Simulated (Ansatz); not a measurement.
Sn-119 Mössbauer parameters in TiO2 with Sn replacing Ti

Cell: a supercell of TiO2 (rutile type, P4_2/mnm) built from a COD entry, with all atoms left at the host's positions.

Space group Pmmm (No. 47); a = 6.4944, b = 6.4944, c = 8.8722 Å.

| site | Wyckoff | site symmetry | x | y | z |
| --- | --- | --- | --- | --- | --- |
| Sn | 1a | mmm | 0.0000 | 0.0000 | 0.0000 |
| Ti2 | 2q | mm2 | 0.0000 | 0.0000 | 0.3333 |
| Ti4 | 1f | mmm | 0.5000 | 0.5000 | 0.0000 |
| Ti5 | 2t | mm2 | 0.5000 | 0.5000 | 0.3333 |
| Ti7 | 2s | mm2 | 0.5000 | 0.0000 | 0.1667 |
| Ti8 | 1d | mmm | 0.5000 | 0.0000 | 0.5000 |
| Ti10 | 2r | mm2 | 0.0000 | 0.5000 | 0.1667 |
| Ti11 | 1g | mmm | 0.0000 | 0.5000 | 0.5000 |
| O13 | 2i | 2mm | 0.3050 | 0.0000 | 0.0000 |
| O14 | 4w | .m. | 0.3050 | 0.0000 | 0.3333 |
| O16 | 2k | 2mm | 0.8050 | 0.5000 | 0.0000 |
| O17 | 4x | .m. | 0.8050 | 0.5000 | 0.3333 |
| O19 | 4v | m.. | 0.5000 | 0.3050 | 0.1667 |
| O20 | 2p | m2m | 0.5000 | 0.3050 | 0.5000 |
| O22 | 4u | m.. | 0.0000 | 0.8050 | 0.1667 |
| O23 | 2n | m2m | 0.0000 | 0.8050 | 0.5000 |

One atom of each set is listed.

The numbers come from a DFT calculation in Ansatz (PBE, plane waves and PAW, scalar-relativistic, 420 eV cutoff, Γ-centred 3×3×2 k-points, Fermi–Dirac smearing 0.01 eV).

Isomer shifts (against SnO₂) follow from the electron density at the nucleus, δ = α(ρ − ρ₀), with α = 0.099 mm s⁻¹ a₀³ and ρ₀ = 183191.44 a₀⁻³ from a line fitted to 8 measured compounds at this level of theory (rms miss 0.12 mm/s). ΔE_Q = ½eQV_zz(1 + η²/3)^½ with Q = -0.132 b for the 23.9 keV state.

(1) Give the isomer shift and quadrupole splitting of each Sn site.

Answers

(1) 

```tsv
site	atoms	first shell	ρ − ρ₀ (a₀⁻³)	δ (mm/s)	ΔE_Q (mm/s)	η
Sn	1	6 O at 1.95–1.98 Å	-1.9	-0.19	0.52	0.85
```

The shift of Sn is typical of Sn(IV) in an ionic setting.

The defect repeats with the cell of 36 atoms, so it feels its images: sites between two images don't show the values beside a lone defect, and zeros or small values of η there can come from the images' arrangement. Without spin–orbit coupling (the program notes it for Sn) the gradients are little affected as a rule: paired runs on crystals with a gap mostly move them by under 2 % at such atoms. The cell keeps the host's lattice, where the PBE pressure is 10 GPa. The neighbours have not yet relaxed around the defect (largest force 2.5 eV/Å), so a real crystal will differ.
